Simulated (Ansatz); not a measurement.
NbCuN2:
```xyz
4
Lattice="1.5723 0.9078 5.7833 -1.5723 0.9078 5.7833 0.0000 -1.8156 5.7833" Properties=species:S:1:pos:R:3 pbc="T T T"
Nb     0.0000     0.0000     8.6750
Cu     0.0000     0.0000     0.0000
N      0.0000     0.0000     1.8350
N      0.0000     0.0000    15.5150
```

Relaxed with r²SCAN. Independent-particle spectrum: no excitons, no local fields, no scissors shift; 0.1 eV broadening; ε₁ of the summed bands alone.

Q: Tabulate the dielectric function from r²SCAN (plane waves, PAW; program Ansatz).

A: 

```
E (eV)  ε₁ xx  ε₂ xx  ε₁ zz  ε₂ zz
------  -----  -----  -----  -----
0.0     17.75   0.00  14.85   0.00
0.3     18.23   0.00  15.27   0.00
0.6     20.24   0.01  17.17   0.02
0.9     24.93   5.42  20.52   6.30
1.2     22.05  11.42  15.89  10.47
1.5     19.07  15.42  11.59  11.05
1.8     12.94  20.69   9.33   9.15
2.1      1.90  17.95   9.99   9.21
2.4      1.77   9.52   6.59  11.31
2.7      3.69   7.04   5.17   8.51
3.0      5.72   5.88   6.08   6.61
3.3      8.27   6.23   7.78   9.01
3.6      7.22   9.64   2.24  10.65
3.9      5.16   9.14   3.73   7.47
4.2      5.26   8.71   1.48   8.60
4.5      7.00   9.14   0.43   5.25
4.8      3.88  10.78   1.84   3.77
5.1      0.64  12.19   3.77   3.99
5.4     -0.84   8.17   4.41   5.26
5.7     -0.09   7.35   2.13   5.58
6.0     -0.17   5.74   2.65   3.53
6.3      1.37   5.38   4.42   4.24
6.6      2.42   5.61   4.05   5.22
6.9      2.37   6.42   5.67   4.80
7.2      0.97   8.62   7.02   8.06
7.5     -0.41   7.29   2.28  10.70
7.8     -0.37   7.14   0.87   8.99
8.1     -2.16   7.40  -0.54   9.86
8.4     -3.23   4.97  -3.39   7.44
8.7     -1.99   3.19  -3.12   4.66
9.0     -0.54   3.24  -1.46   3.50
9.3     -0.10   4.01  -0.30   4.08
9.6     -0.21   5.71  -0.48   5.26
9.9     -2.50   4.29  -2.40   4.22
10.2    -2.22   3.28  -1.96   2.69
10.5    -1.81   2.85  -0.75   2.61
10.8    -1.89   2.63  -1.15   3.08
11.1    -1.73   1.94  -1.24   2.73
11.4    -1.29   1.61  -1.33   2.23
11.7    -0.82   1.43  -0.93   1.57
12.0    -0.28   1.87  -0.09   1.71
```

Q: From ε at 2.2 eV (xx: 0.54 + 14.10i), find n, k, the normal reflectivity and the absorption coefficient.

A: n = 2.71, k = 2.605, R = 47 %, α = 2kE/ħc = 580000 cm⁻¹.

With all bands, ε∞ without local fields is 17.9 (xx = yy), 15.0 (zz).

Space group R-3m. The start of the workflow was typed in or built on a structure type; neither database checked (COD, Materials Project) lists it. Its standing as an ambient phase is unchecked. The cell was relaxed with r²SCAN under the symmetry of its start; its stability against distortions is not shown here. The workflow began spin-polarised and lost its moments. Scalar-relativistic: spin–orbit coupling is off unless named, which matters more the heavier the elements.

Potentials: the later of the program's two PAW sets.
